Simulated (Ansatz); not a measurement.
Given:

NaLiCdS₂:
Space group P3m1 (No. 156); a = 4.0930 Å, b = 4.0930 Å, c = 6.9163 Å, α = 90.00°, β = 90.00°, γ = 120.00°

```tsv
atom	site	symmetry	x	y	z
Na	1b	3m.	0.3333	0.6667	0.9733
Li	1c	3m.	0.6667	0.3333	0.6627
Cd	1a	3m.	0.0000	0.0000	0.3804
S	1c	3m.	0.6667	0.3333	0.2431
S	1a	3m.	0.0000	0.0000	0.7405
```

This is the PBEsol-relaxed structure.

Problem. All from DFT-PBEsol in the program Ansatz with PAW potentials, unless another level is named. Estimate the electron effective mass with spin–orbit coupling.

Solution. 0.17, 0.17, 0.22 mₑ (principal values).

Problem. Predict the gap with spin–orbit coupling.

Solution. 1.60 eV.

Problem. Give the HSE06 gap on the PBEsol cell.

Solution. 2.81 eV.

The first step of the workflow began from a Materials Project structure, measured or hypothetical; the Crystallography Open Database copy checked does not list it. Its standing as an ambient phase is unchecked. The PBEsol relaxation kept the symmetry of its start; whether a distortion lowers the energy is not shown. Spin–orbit coupling is left out wherever it is not named.

Potentials: the later of the program's two PAW sets.
